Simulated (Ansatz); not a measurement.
Si5Te8:
```
CELL_PARAMETERS angstrom
      7.79217     0.00000     0.00000
     -3.89608     6.74822     0.00000
      0.00000     0.00000     6.78302
ATOMIC_POSITIONS crystal
  Si 0.00000 0.00000 0.00000
  Te 0.16566 0.33131 0.76035
  Te 0.33131 0.16566 0.23965
  Si 0.00000 0.50000 0.00000
  Te 0.16566 0.83434 0.76035
  Te 0.33333 0.66667 0.22541
  Si 0.50000 0.00000 0.00000
  Te 0.66667 0.33333 0.77459
  Te 0.83434 0.16566 0.23965
  Si 0.50000 0.50000 0.00000
  Te 0.66869 0.83434 0.76035
  Te 0.83434 0.66869 0.23965
  Si 0.00000 0.00000 0.50000
```

Relaxed with r²SCAN.

**Question.** Give the Bader charges and basin volumes of the independent atoms, DFT-r²SCAN in the program Ansatz with PAW potentials.

**Answer.** 

```csv
atom,Bader charge (e),Bader volume (Å³)
Si1,+0.64,14.7
Te2,-0.39,34.3
Si4,+0.63,15.2
Te6,-0.34,36.5
Si13,+0.49,17.5
```

Space group P-3m1. The start of the workflow was typed in or built on a structure type; neither database checked (COD, Materials Project) lists it. Its standing as an ambient phase is unchecked. The r²SCAN relaxation kept the symmetry of its start; whether a distortion lowers the energy is not shown. Scalar-relativistic: spin–orbit coupling is off unless named, which matters more the heavier the elements.

Potentials: the earlier of the program's two PAW sets.
